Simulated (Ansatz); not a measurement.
Problem. Volume from PBE minus that from r²SCAN (% of the latter), each on its own relaxed cell (Ansatz, a program for electronic structure, plane waves, PAW; no spin–orbit coupling, no Hubbard U), over 30 phases of the class «intermetallics»: what sign and size do you expect?

Solution. Mean 2.1 %, median 1.9 %, mean absolute 2.1 %; eight in ten lie between 1.1 and 3.2 %, and 100 % are above zero.

Some cases that may be named, with their rank among the 30 from the lowest: ZrTa, Pmma (Ta on 2e, Zr on 2f) 0.2 % (rank 1); FePt, L1₀ or tetragonal B2 0.8 % (rank 2); RuW, rock salt 1.8 % (rank 15); AgW, Pmma (W on 2e, Ag on 2f) 2.0 % (rank 16); AlAg, Cmcm (Ag on 4c, Al on 4c) 3.3 % (rank 28); Al2Cu, I4/mcm (Cu on 4a, Al on 8h) 3.5 % (rank 29).

The phases are those computed here (of each formula those with measured values and the lowest at some level), not a balanced benchmark, and neither functional is the truth. Pairs that end in unlike spin orders or unlike minima (c/a over 6 % apart, 30 % for weakly bound crystals), magnets with 4f shells, solids of gases and phases set aside for tests are left out.

3 of the phases carry moments, in the orders computed and without U.

Spin orders computed, not proven ground states: FePt, L1₀ or tetragonal B2 with PBE ferromagnetic; FePt, L1₀ or tetragonal B2 with r²SCAN ferromagnetic. Typed or built starts, not in the databases checked: ZrTa, Pmma (Ta on 2e, Zr on 2f); RuW, rock salt; AgW, Pmma (W on 2e, Ag on 2f); AlAg, Cmcm (Ag on 4c, Al on 4c). Unstable at this level: RuW, rock salt with r²SCAN. All cells were relaxed under the symmetry of their starts (and spin orders); stability against distortions was not tested throughout. Named crystals with no word on spin ran without spin polarisation. Spin–orbit coupling is left out wherever it is not named.

Potentials: the earlier of the program's two PAW sets.

Ansatz is a plane-wave DFT program.
